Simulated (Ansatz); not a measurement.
A geometry of SnF₃ away from equilibrium: step 2 of the relaxation of a generated cell, SnF3 placed in the AFLOW prototype AB3_hR8_148_c_f (D0_5, as in BiI3). Calculation: PBE (plane waves to 420 eV, PAW, scalar-relativistic; Ansatz, a first-principles code). Γ-centred k-mesh 5×5×5 on the run's cell (coarser than for final values), Fermi–Dirac smearing 0.05 eV. The plane waves were selected for a different cell earlier on the path.

```yaml
crystal:
  lattice:
    - [2.90439, 1.67685, 5.21191]
    - [-2.90439, 1.67685, 5.21191]
    - [0.00000, -3.35370, 5.21191]
  atoms:
    - { symbol: Sn, position: [0.33308, 0.33308, 0.33308] }
    - { symbol: Sn, position: [0.66692, 0.66692, 0.66692] }
    - { symbol: F, position: [0.07824, 0.72719, 0.42820] }
    - { symbol: F, position: [0.42820, 0.07824, 0.72719] }
    - { symbol: F, position: [0.72719, 0.42820, 0.07824] }
    - { symbol: F, position: [0.92176, 0.27281, 0.57180] }
    - { symbol: F, position: [0.57180, 0.92176, 0.27281] }
    - { symbol: F, position: [0.27281, 0.57180, 0.92176] }
```

Problem. What forces act on the atoms (eV/Å)?

Solution. 
```csv
atom,Fx,Fy,Fz
Sn1,0.00,0.00,-0.05
Sn2,0.00,0.00,0.05
F3,0.35,-0.59,-0.89
F4,0.34,0.60,-0.89
F5,-0.69,-0.01,-0.89
F6,-0.35,0.59,0.89
F7,-0.34,-0.60,0.89
F8,0.69,0.01,0.89
```

The path ends in R-3 (No. 148) (AFLOW prototype AB3_hR8_148_c_f (D0_5, as in BiI3)). No spin polarisation in the result.

The run could not lose the symmetry of its start: the end is stationary, and may be a saddle point rather than a minimum.

The end of the path is a generated cell of SnF3: the first start was made by placing the elements on the sites of a structure type, and the end was not matched to a known phase here, so it may be hypothetical.
